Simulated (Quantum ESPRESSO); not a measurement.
## Ta2Mo3TiScLi (one run as intended and one with a planted mistake)

A calculation, not a measurement. The program is pw.x of Quantum ESPRESSO 7.5 (plane-wave density functional theory). The cell is made up: eight metal atoms on a face-centred cubic lattice, with elements, volume, strain and displacements drawn at random and not relaxed, so it may be unstable or far from any real phase. PseudoDojo standard norm-conserving files set the functional (PBE unless stated); there is no spin polarisation or spin-orbit coupling, the Fermi-Dirac width of 0.25 eV means electrons at about 2900 K, and the masses in the input are unused placeholders. Heavy elements are run without spin-orbit coupling, which real alloys of them have. A spin test at this wide smearing found no moment, but such smearing suppresses magnetism that the real alloy may have.

Intended input:

```
&control calculation='scf', pseudo_dir='./dojo.nc.sr.pbe.v0_5.standard.upf', outdir='./o', disk_io='minimal', tprnfor=.true., tstress=.true. /
&system ibrav=0, nat=8, ntyp=5, nbnd=64, ecutwfc=84.00895049, nosym=.true., tot_charge=0,
 occupations='smearing', smearing='fd', degauss=0.0183746611
/
&electrons conv_thr=1.470e-08, electron_maxstep=70, mixing_beta=0.5 /
ATOMIC_SPECIES
Li 1.0 Li.upf
Mo 1.0 Mo.upf
Sc 1.0 Sc.upf
Ta 1.0 Ta.upf
Ti 1.0 Ti.upf
CELL_PARAMETERS angstrom
0.0 -2.0799 -2.0799
0.0 4.1597 -4.1597
8.3195 0.0 0.0
ATOMIC_POSITIONS angstrom
Ta -0.0692 -0.0501 0.0537
Mo 4.1767 -0.0882 0.0036
Mo -0.0588 2.0753 -2.0501
Ti 4.1229 2.0852 -2.0892
Mo 2.141 0.0295 -1.9489
Sc 6.1655 -0.0339 -2.0637
Li 1.9515 1.9668 -4.0588
Ta 6.1062 2.0973 -4.1008
K_POINTS automatic
8 4 3 1 1 1
```

The log is shortened where brackets say so; the opening notice, blank lines, dates and the lines on written files are dropped, and the path of the files is cut. It prints rydbergs, bohrs and kilobars, and counts compression as positive stress. Its total energy is the free energy E - TS of the whole cell.

Log of the intended run:

```
     Program PWSCF v.7.5
     Parallel version (MPI & OpenMP), running on       4 processor cores
     Number of MPI processes:                 4
     Threads/MPI process:                     1
     [start-up lines left out]
     bravais-lattice index     =            0
     lattice parameter (alat)  =       5.5585  a.u.
     unit-cell volume          =     971.4675 (a.u.)^3
     number of atoms/cell      =            8
     number of atomic types    =            5
     number of electrons       =        94.00
     number of Kohn-Sham states=           64
     kinetic-energy cutoff     =      84.0090  Ry
     charge density cutoff     =     336.0358  Ry
     scf convergence threshold =      1.5E-08
     mixing beta               =       0.5000
     number of iterations used =            8  plain     mixing
     Exchange-correlation= PBE
                           (   1   4   3   4   0   0   0)
     [axes and pseudopotential details left out]
   Cartesian axes
     site n.     atom                  positions (alat units)
         1        Ta     tau(   1) = (  -0.0235260  -0.0170326   0.0182565  )
         2        Mo     tau(   2) = (   1.4199591  -0.0299855   0.0012239  )
         3        Mo     tau(   3) = (  -0.0199903   0.7055429  -0.6969756  )
         4        Ti     tau(   4) = (   1.4016686   0.7089086  -0.7102685  )
         5        Mo     tau(   5) = (   0.7278790   0.0100292  -0.6625705  )
         6        Sc     tau(   6) = (   2.0960945  -0.0115250  -0.7015992  )
         7        Li     tau(   7) = (   0.6634544   0.6686560  -1.3798764  )
         8        Ta     tau(   8) = (   2.0759341   0.7130223  -1.3941552  )
     number of k points=    48  Fermi-Dirac smearing, width (Ry)=  0.0184
                       cart. coord. in units 2pi/alat
        k(    1) = (   0.0589263   0.0000011  -0.0883894), wk =   0.0416667
        k(    2) = (  -0.1767788   0.0000011  -0.0883894), wk =   0.0416667
     [further k points left out]
     Dense  grid:   101047 G-vectors     FFT dimensions: (  36,  72,  96)
     Estimated max dynamical RAM per process >     330.94 MB
     Estimated total dynamical RAM >       1.22 GB
     Initial potential from superposition of free atoms
     starting charge      93.9851, renormalised to      94.0000
     Starting wfcs are   72 randomized atomic wfcs
     total cpu time spent up to now is        9.0 secs
     per-process dynamical memory:   251.7 Mb
     Self-consistent Calculation
     iteration #  1     ecut=    84.01 Ry     beta= 0.50
     Davidson diagonalization with overlap
     ethr =  1.00E-02,  avg # of iterations =  2.7
     total cpu time spent up to now is       27.9 secs
     total energy              =    -909.22203860 Ry
     estimated scf accuracy    <       4.21386410 Ry
     iteration #  2     ecut=    84.01 Ry     beta= 0.50
     Davidson diagonalization with overlap
     ethr =  4.48E-03,  avg # of iterations =  5.4
     total cpu time spent up to now is       53.8 secs
     total energy              =    -908.06937993 Ry
     estimated scf accuracy    <      69.96624881 Ry
     [iterations 3 to 21 left out]
     iteration # 22     ecut=    84.01 Ry     beta= 0.50
     Davidson diagonalization with overlap
     ethr =  6.30E-11,  avg # of iterations =  1.3
     total cpu time spent up to now is      418.1 secs
     total energy              =    -911.82595107 Ry
     estimated scf accuracy    <       0.00000002 Ry
     iteration # 23     ecut=    84.01 Ry     beta= 0.50
     Davidson diagonalization with overlap
     ethr =  1.93E-11,  avg # of iterations =  1.2
     total cpu time spent up to now is      432.8 secs
     End of self-consistent calculation
     [lines on levels left out]
!    total energy              =    -911.82595107 Ry
     estimated scf accuracy    <          8.7E-10 Ry
     smearing contrib. (-TS)   =      -0.14352349 Ry
     internal energy E=F+TS    =    -911.68242758 Ry
     The total energy is F=E-TS. E is the sum of the following terms:
     one-electron contribution =    -257.19471815 Ry
     hartree contribution      =     163.60424932 Ry
     xc contribution           =    -157.75205714 Ry
     ewald contribution        =    -660.33990161 Ry
     convergence has been achieved in  23 iterations
     Forces acting on atoms (cartesian axes, Ry/au):
     atom    1 type  4   force =     0.04660537    0.00053338    0.00133540
     atom    2 type  2   force =    -0.05067099    0.00422906    0.00180563
     atom    3 type  2   force =     0.02105145   -0.00272219    0.00467201
     atom    4 type  5   force =    -0.04406251   -0.00021126    0.00755452
     atom    5 type  2   force =    -0.01179737   -0.00987142    0.00461844
     atom    6 type  3   force =     0.00124997    0.00784364   -0.01148410
     atom    7 type  1   force =     0.01233264    0.00864405   -0.00896541
     atom    8 type  4   force =     0.02529145   -0.00844526    0.00046350
     Total force =     0.093301     Total SCF correction =     0.000094
     Computing stress (Cartesian axis) and pressure
          total   stress  (Ry/bohr**3)                   (kbar)     P=      -38.47
  -0.00021325   0.00003565  -0.00003310          -31.37        5.24       -4.87
   0.00003565  -0.00029267  -0.00004881            5.24      -43.05       -7.18
  -0.00003310  -0.00004881  -0.00027866           -4.87       -7.18      -40.99
     init_run     :      8.38s CPU      8.63s WALL (       1 calls)
     electrons    :    414.25s CPU    423.78s WALL (       1 calls)
     forces       :      2.35s CPU      2.39s WALL (       1 calls)
     stress       :      8.86s CPU      8.86s WALL (       1 calls)
     [timing details left out]
     PWSCF        :   7m14.22s CPU   7m24.13s WALL
     JOB DONE.
```

A second run has one planted mistake: the files are those of another functional. The input lines that differ:

```
- &control calculation='scf', pseudo_dir='./dojo.nc.sr.pbe.v0_5.standard.upf', outdir='./o', disk_io='minimal', tprnfor=.true., tstress=.true. /
+ &control calculation='scf', pseudo_dir='./dojo.nc.sr.pbesol.v0_4_1.standard.upf', outdir='./o', disk_io='minimal', tprnfor=.true., tstress=.true. /
```

Its log:

```
     Program PWSCF v.7.5
     Parallel version (MPI & OpenMP), running on       4 processor cores
     Number of MPI processes:                 4
     Threads/MPI process:                     1
     [start-up lines left out]
     bravais-lattice index     =            0
     lattice parameter (alat)  =       5.5585  a.u.
     unit-cell volume          =     971.4675 (a.u.)^3
     number of atoms/cell      =            8
     number of atomic types    =            5
     number of electrons       =        94.00
     number of Kohn-Sham states=           64
     kinetic-energy cutoff     =      84.0090  Ry
     charge density cutoff     =     336.0358  Ry
     scf convergence threshold =      1.5E-08
     mixing beta               =       0.5000
     number of iterations used =            8  plain     mixing
     Exchange-correlation= PBESOL
                           (   1   4  10   8   0   0   0)
     [axes and pseudopotential details left out]
   Cartesian axes
     site n.     atom                  positions (alat units)
         1        Ta     tau(   1) = (  -0.0235260  -0.0170326   0.0182565  )
         2        Mo     tau(   2) = (   1.4199591  -0.0299855   0.0012239  )
         3        Mo     tau(   3) = (  -0.0199903   0.7055429  -0.6969756  )
         4        Ti     tau(   4) = (   1.4016686   0.7089086  -0.7102685  )
         5        Mo     tau(   5) = (   0.7278790   0.0100292  -0.6625705  )
         6        Sc     tau(   6) = (   2.0960945  -0.0115250  -0.7015992  )
         7        Li     tau(   7) = (   0.6634544   0.6686560  -1.3798764  )
         8        Ta     tau(   8) = (   2.0759341   0.7130223  -1.3941552  )
     number of k points=    48  Fermi-Dirac smearing, width (Ry)=  0.0184
                       cart. coord. in units 2pi/alat
        k(    1) = (   0.0589263   0.0000011  -0.0883894), wk =   0.0416667
        k(    2) = (  -0.1767788   0.0000011  -0.0883894), wk =   0.0416667
     [further k points left out]
     Dense  grid:   101047 G-vectors     FFT dimensions: (  36,  72,  96)
     Estimated max dynamical RAM per process >     330.94 MB
     Estimated total dynamical RAM >       1.22 GB
     Initial potential from superposition of free atoms
     starting charge      93.9857, renormalised to      94.0000
     Starting wfcs are   72 randomized atomic wfcs
     total cpu time spent up to now is        9.3 secs
     per-process dynamical memory:   251.7 Mb
     Self-consistent Calculation
     iteration #  1     ecut=    84.01 Ry     beta= 0.50
     Davidson diagonalization with overlap
     ethr =  1.00E-02,  avg # of iterations =  2.8
     total cpu time spent up to now is       28.2 secs
     total energy              =    -908.80383090 Ry
     estimated scf accuracy    <       4.14854791 Ry
     iteration #  2     ecut=    84.01 Ry     beta= 0.50
     Davidson diagonalization with overlap
     ethr =  4.41E-03,  avg # of iterations =  5.5
     total cpu time spent up to now is       52.4 secs
     total energy              =    -907.59493330 Ry
     estimated scf accuracy    <      68.64495404 Ry
     [iterations 3 to 19 left out]
     iteration # 20     ecut=    84.01 Ry     beta= 0.50
     Davidson diagonalization with overlap
     ethr =  4.44E-10,  avg # of iterations =  1.3
     total cpu time spent up to now is      369.2 secs
     total energy              =    -911.34663305 Ry
     estimated scf accuracy    <       0.00000005 Ry
     iteration # 21     ecut=    84.01 Ry     beta= 0.50
     Davidson diagonalization with overlap
     ethr =  5.31E-11,  avg # of iterations =  5.2
     total cpu time spent up to now is      388.6 secs
     End of self-consistent calculation
     [lines on levels left out]
!    total energy              =    -911.34663305 Ry
     estimated scf accuracy    <       0.00000001 Ry
     smearing contrib. (-TS)   =      -0.14376234 Ry
     internal energy E=F+TS    =    -911.20287070 Ry
     The total energy is F=E-TS. E is the sum of the following terms:
     one-electron contribution =    -257.77908669 Ry
     hartree contribution      =     163.32053129 Ry
     xc contribution           =    -156.40441369 Ry
     ewald contribution        =    -660.33990161 Ry
     convergence has been achieved in  21 iterations
     Forces acting on atoms (cartesian axes, Ry/au):
     atom    1 type  4   force =     0.04243636    0.00100140    0.00049021
     atom    2 type  2   force =    -0.04603514    0.00452093    0.00034031
     atom    3 type  2   force =     0.01742621   -0.00361097    0.00529577
     atom    4 type  5   force =    -0.04069791   -0.00096991    0.00777133
     atom    5 type  2   force =    -0.01107906   -0.00988408    0.00595534
     atom    6 type  3   force =     0.00169849    0.00709780   -0.01060476
     atom    7 type  1   force =     0.01194484    0.00860817   -0.00891587
     atom    8 type  4   force =     0.02430621   -0.00676333   -0.00033233
     Total force =     0.085784     Total SCF correction =     0.000449
     Computing stress (Cartesian axis) and pressure
          total   stress  (Ry/bohr**3)                   (kbar)     P=      -86.26
  -0.00053038   0.00003961  -0.00003564          -78.02        5.83       -5.24
   0.00003961  -0.00062119  -0.00005918            5.83      -91.38       -8.71
  -0.00003564  -0.00005918  -0.00060750           -5.24       -8.71      -89.37
     init_run     :      8.71s CPU      9.11s WALL (       1 calls)
     electrons    :    370.99s CPU    379.36s WALL (       1 calls)
     forces       :      2.51s CPU      2.59s WALL (       1 calls)
     stress       :      9.02s CPU      9.08s WALL (       1 calls)
     [timing details left out]
     PWSCF        :   6m31.40s CPU   6m40.40s WALL
     JOB DONE.
```

|  | intended run | run with the mistake |
| --- | --- | --- |
| free energy (eV) | -12406.024 | -12399.503 |
| entropy term -TS, part of it (eV) | -1.953 | -1.956 |
| pressure (GPa) | -3.85 | -8.63 |
| size of the largest force component (eV/Å) | 1.303 | 1.184 |
| largest change of a force component (eV/Å) |  | 0.119 |
| iterations | 23 | 21 |

For scale, a rerun of the intended cell at a higher cutoff and on a denser mesh moved values by no more than 0.013 eV in energy, 0.07 GPa in stress and 0.005 eV/Å in force, and a second program with other atomic files agreed on that cell to 2 % rms in force and 0.5 GPa in pressure. Files of another functional or element have another zero of energy, so the energy change says nothing on stability.